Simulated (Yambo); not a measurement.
Quantum ESPRESSO input (LDA, PseudoDojo standard norm-conserving files, scalar-relativistic) whose wavefunctions are converted with p2y:

```
&CONTROL
  calculation = 'nscf'
  pseudo_dir = './pseudo'
  outdir = './out'
/
&SYSTEM
  ibrav = 0
  nat = 2
  ntyp = 2
  ecutwfc = 74.0
  ecutrho = 296.0
  occupations = 'fixed'
  force_symmorphic = .true.
  nbnd = 122
/
&ELECTRONS
  conv_thr = 2e-09
  diago_full_acc = .true.
  diago_thr_init = 1e-08
/
ATOMIC_SPECIES
H 1.0080 H.upf
Cs 132.9055 Cs.upf
CELL_PARAMETERS angstrom
  3.818410000000   0.000000000000   0.000000000000
  0.000000000000   3.818410000000   0.000000000000
  0.000000000000   0.000000000000   3.818410000000
ATOMIC_POSITIONS crystal
H   0.500000000000   0.500000000000   0.500000000000
Cs   0.000000000000   0.000000000000   0.000000000000
K_POINTS automatic
2 2 2 0 0 0
```

Yambo's initialisation report on symmetry, reciprocal space, the k grid and the gaps on this mesh:

```
  [02.02] Symmetries
  ==================

  Inversion symmetry    : yes
  Spatial inversion     : yes
  Inversion index       :  25
  K-space Time-reversal : no
  Magnetic symmetries   : no
  Group table correct   : yes
  Symmetries units      :  [cc]

  [02.03] Reciprocal space
  ========================

  nG shells         :   328
  nG charge         :   32423
  nG WFs            :   5135
  nC WFs            :   4076
  G-vecs. in first 32 shells:  [ Number ]
     1    7   19   27   33   57   81   93  123
    147   171   179   203   251   257   305   341   365
    389   437   461   485   515   587   619   691   739
    751   799   847   895   925
  ...
  Shell energy in first 32 shells:  [ mHa ]
    0.00000      379.111      758.223      1137.33      1516.45      1895.56      2274.67      3032.89      3412.00
    3791.11      4170.23      4549.34      4928.45      5307.56      6065.78      6444.89      6824.01      7203.12
    7582.23      7961.34      8340.45      9098.67      9477.79      9856.90      10236.0      10994.2      11373.3
    12131.6      12510.7      12889.8      13268.9      13648.0
  ...

  [02.04] K-grid lattice
  ======================

  Compatible Grid is   : 3D
  Base K vectors       :  K_min[ 1 ]  K_min[ 2 ]  K_min[ 3 ]
  K_min[ 1 ] : -0.500000  0.000000  0.000000 [rlu]
  K_min[ 2 ] :  0.000000  0.000000 -0.500000 [rlu]
  K_min[ 3 ] :  0.000000 -0.500000  0.000000 [rlu]
  Grid dimensions      :  2  2  2
  K lattice UC volume  :  0.082529 [a.u.]

  IBZ K-points                                      :   4
  BZ  K-points                                      :   8

  K/Q-points units:
  rlu = crystal or reduced units; cc = cartesian coordinates; iku = interal k-units

  K [1]          [rlu]:  0.000000  0.000000  0.000000
         WF components:   3959
  K [2]          [rlu]:  0.000000  0.000000 -0.500000
         WF components:   4068
  K [3]          [rlu]:  0.000000 -0.500000 -0.500000
         WF components:   4076
  K [4]          [rlu]: -0.500000 -0.500000 -0.500000
         WF components:   4032

  [02.05] Energies & Occupations
  ==============================

  [X] === General ===
  [X] Electronic Temperature                        :  0.000000  0.000000 [eV K]
  [X] Bosonic    Temperature                        :  0.000000  0.000000 [eV K]
  [X] Finite Temperature mode                       : no
  [X] El. density                                   :  0.17962E+24 [cm-3]
  [X] Fermi Level                                   :  4.248241 [eV]

  [X] === Gaps and Widths ===
  [X] Conduction Band Min                           :  2.298035 [eV]
  [X] Valence Band Max                              :  0.000000 [eV]
  [X] Filled Bands                                  :   5
  [X] Empty Bands                                   :    6  122
  [X] Direct Gap                                    :  2.488806 [eV]
  [X] Direct Gap localized at k                     :   4
  [X] Indirect Gap                                  :  2.298035 [eV]
  [X] Indirect Gap between kpts                     :   4   2
  [X] Last valence band width                       :  2.113591 [eV]
  [X] 1st conduction band width                     :  1.839807 [eV]
```
The gaps are LDA values on this mesh alone; only operations without fractional translations are kept.

Geometry of the Materials Project entry, not relaxed at this level.
